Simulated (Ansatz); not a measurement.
Theory: Ansatz, DFT PBE, scalar-relativistic, plane waves, PAW. Settings: cutoff 420 eV, Γ-centred meshes spaced at most about 0.3 Å⁻¹, and about 0.25 Å⁻¹ or finer for metals (2π included), Gaussian smearing. No spin polarisation in the final relaxations.

Each of these unrelaxed guesses is relaxed in cell and atoms within its symmetry. A guess keeps its type if space group and coordination stay and the shape of the cell changes little (axis ratios within about 15 %, angles within 6°); the volume may change.

1. Si3Ru

```
CELL_PARAMETERS angstrom
1.40588 -2.20082 0.00000
1.40588 2.20082 0.00000
0.00000 0.00000 8.80799
ATOMIC_POSITIONS crystal
Si 0.50000 0.50000 0.75331
Si 0.00000 0.00000 0.50000
Si 0.50000 0.50000 0.24669
Ru 0.00000 0.00000 0.00000
```

2. Zn3Bi2

```
CELL_PARAMETERS angstrom
4.03134 0.00000 0.00000
0.00000 4.03134 0.00000
0.00000 0.00000 5.93768
ATOMIC_POSITIONS crystal
Zn 0.50000 0.00000 0.99346
Zn 0.00000 0.50000 0.99346
Zn 0.00000 0.00000 0.27214
Bi 0.00000 0.00000 0.72113
Bi 0.50000 0.50000 0.28981
```

3. Nb2Te6Mo

```
CELL_PARAMETERS angstrom
6.44975 0.00000 0.00000
-3.22488 5.58565 0.00000
0.00000 0.00000 7.15461
ATOMIC_POSITIONS crystal
Nb 0.33333 0.66667 0.00000
Nb 0.66667 0.33333 0.00000
Te 0.66667 0.00000 0.74563
Te 0.33333 0.33333 0.74563
Te 0.00000 0.66667 0.74563
Te 0.33333 0.00000 0.25437
Te 0.00000 0.33333 0.25437
Te 0.66667 0.66667 0.25437
Mo 0.00000 0.00000 0.00000
```

4. Zn3Bi2

```
CELL_PARAMETERS angstrom
4.73955 0.00000 0.00000
0.00000 4.73955 0.00000
0.00000 0.00000 4.73955
ATOMIC_POSITIONS crystal
Zn 0.50000 0.00000 0.00000
Zn 0.00000 0.50000 0.00000
Zn 0.00000 0.00000 0.50000
Bi 0.50000 0.50000 0.50000
Bi 0.00000 0.00000 0.00000
```

Task: Which guesses survive the relaxation?

Result: Guesses 2, 3 and 4 keep their type.

```csv
guess,kept,start group,end group,V start (Å³/atom),V end,"b/a and c/a, end over start",nearest neighbours start,nearest neighbours end
1,no,Cmmm,P4/mmm,13.6,14.0,-,"Ru 10, Si 10","Ru 12, Si 12"
2,yes,P4mm,P4mm,19.3,24.3,"1.00, 1.05","Bi 5/8, Zn 9/10","Bi 5/8, Zn 9/10"
3,yes,P-31m,P-31m,28.6,29.6,"1.00, 1.13","Mo 6, Nb 6, Te 3","Mo 6, Nb 6, Te 3"
4,yes,Pm-3m,Pm-3m,21.3,30.6,"1.00, 1.00","Bi 6/12, Zn 2","Bi 6/12, Zn 2"
```

Neighbours count within 15 % of an atom's shortest distance; end groups are read at 0.02 Å (0.05 Å in metals).

No dispersion correction is applied, so the spacing and binding between layers, chains or molecules are poorly described (Nb2Te6Mo P-31m). Spin–orbit coupling, which can matter for Bi and Te, is left out. Cells relaxed within their symmetry can be saddle points.

In counts of neighbours, a slash parts the counts of unlike sites.
